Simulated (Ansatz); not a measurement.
## Relaxation path: Bi (A7 type)

DFT, PBE, PAW with Ansatz's default frozen-core files, scalar-relativistic (Ansatz 0.2.0); a Γ-centred 11×11×11 k mesh, Fermi–Dirac smearing of 0.05 eV, no spin polarisation. The run relaxes shape and atoms at held volume.

Command: `ansatz run input.yaml --threads 1 --pin off --max-ram 2048MiB --backend cpu --events-out ev --progress --plain --runs-dir out` It took 50 s on 1 thread of Arm Neoverse V2, with other jobs on the host, peak memory 0.43 GiB.

```yaml
crystal:
  lattice:
    - [2.1612838617, -1.2478178194, 3.8283714715]
    - [0.0, 2.4956356387, 3.8283714715]
    - [-2.1612838617, -1.2478178194, 3.8283714715]
  atoms:
    - { symbol: Bi, position: [0.2336599926, 0.2336599926, 0.2336599926] }
    - { symbol: Bi, position: [-0.2336599926, -0.2336599926, -0.2336599926] }
kpoints:
  mp_grid: { grid: [11, 11, 11] }
scf:
  occupations: { method: fermi_dirac, width: 0.05 }
hamiltonian:
  xc: pbe
  pseudopotentials: { kind: paw }
output:
  forces: true
  stress: true
relax:
  f_tol: 0.005
  max_steps: 30
  cell: { stress_tol: 0.08, fix: [volume] }
```

Each step lists its free energy a cell above the last geometry, the pressure, the cell vectors (Å), and Cartesian positions (Å) with forces (eV/Å).

The first step:

```
step 1  dF = 93.88 meV  P = 11.13 GPa
  cell 2.1613 -1.2478 3.8284  0.0000 2.4956 3.8284  -2.1613 -1.2478 3.8284
  Bi 0.0000 0.0000 2.6836   0.0000 0.0000 0.9576
  Bi 0.0000 0.0000 -2.6836   0.0000 0.0000 -0.9576
```

Spin–orbit coupling is left out, which matters for the heavy atoms.

The symmetry of the start is kept and no stability test is made, so the end need not be the stable phase.

Problem. Where does the relaxation end, and by which steps?

Solution. After 6 geometries, with conventional a, b, c = 4.415, 4.415, 11.009 Å, at 30.974 Å³/atom and 8.55 GPa in space group R-3m, with a shortest distance of 3.044 Å. The further steps:
```
step 2  dF = 14.72 meV  P = 7.83 GPa
  cell 2.1766 -1.2567 3.7747  0.0000 2.5133 3.7747  -2.1766 -1.2567 3.7747
  Bi 0.0000 0.0000 2.8061   0.0000 0.0000 -0.0678
  Bi 0.0000 0.0000 -2.8061   0.0000 0.0000 0.0678
step 3  dF = 12.45 meV  P = 7.93 GPa
  cell 2.1814 -1.2594 3.7581  0.0000 2.5188 3.7581  -2.1814 -1.2594 3.7581
  Bi 0.0000 0.0000 2.7829   0.0000 0.0000 -0.0969
  Bi 0.0000 0.0000 -2.7829   0.0000 0.0000 0.0969
step 4  dF = 1.68 meV  P = 8.80 GPa
  cell 2.1966 -1.2682 3.7062  0.0000 2.5364 3.7062  -2.1966 -1.2682 3.7062
  Bi 0.0000 0.0000 2.6799   0.0000 0.0000 0.0797
  Bi 0.0000 0.0000 -2.6799   0.0000 0.0000 -0.0797
step 5  dF = 1.32 meV  P = 8.44 GPa
  cell 2.1981 -1.2691 3.7011  0.0000 2.5382 3.7011  -2.1981 -1.2691 3.7011
  Bi 0.0000 0.0000 2.6992   0.0000 0.0000 -0.0627
  Bi 0.0000 0.0000 -2.6992   0.0000 0.0000 0.0627
step 6  dF = 0.00 meV  P = 8.55 GPa
  cell 2.2075 -1.2745 3.6697  0.0000 2.5490 3.6697  -2.2075 -1.2745 3.6697
  Bi 0.0000 0.0000 2.6669   0.0000 0.0000 -0.0042
  Bi 0.0000 0.0000 -2.6669   0.0000 0.0000 0.0042
step 7  dF = 0.00 meV  P = 8.55 GPa  (same geometry on a basis chosen anew; earlier energies don't compare to the last digit)
  cell 2.2075 -1.2745 3.6697  0.0000 2.5490 3.6697  -2.2075 -1.2745 3.6697
  Bi 0.0000 0.0000 2.6669   0.0000 0.0000 -0.0042
  Bi 0.0000 0.0000 -2.6669   0.0000 0.0000 0.0042
```
